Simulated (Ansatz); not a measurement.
Relaxed candidate structures of KRb2RhF6:

A. P6/mmm (No. 191), hP10; a = 8.1282 Å, b = 8.1282 Å, c = 5.8245 Å, α = 90.00°, β = 90.00°, γ = 120.00°; F 6m (0.151, 0.302, 0.500); K 1a (0.000, 0.000, 0.000); Rb 2d (0.333, 0.667, 0.500); Rh 1b (0.000, 0.000, 0.500)

B. Fm-3m (No. 225), cF40; a = b = c = 8.9021 Å, α = β = γ = 90.00°; K 4b (0.500, 0.500, 0.500); Rb 8c (0.250, 0.250, 0.250); Rh 4a (0.000, 0.000, 0.000); F 24e (0.000, 0.000, 0.222)

### Question
Put the candidates in order of energy per atom, lowest first, for r2SCAN (plane waves to 500 eV, PAW, scalar-relativistic; Ansatz, a program for electronic structure).

### Answer
B (reference, the lowest among the structures calculated here), A (+969 meV/atom)

### Question
Give each candidate's band gap.

### Answer
No candidate is metallic. A: 0.90 eV (no spin-orbit coupling); B: 2.82 eV (no spin-orbit coupling).

1 run with a doubtful electronic state, a coarser numerical grid, an end not at rest or a source that can't be used is left out. Each run could gain symmetry but not lose that of its start, so entries can be saddle points. From databases, or of a type measured for this composition: Fm-3m, cF40; the others are generated cells (placed on structure types, drawn at random, substituted or restacked) that were not matched to a known phase here. Static energies at zero pressure. The runs use different k-meshes, so differences are rounded accordingly. No spin polarisation in the result. Gaps of cells over 8 atoms come from the SCF mesh and high-symmetry points alone.
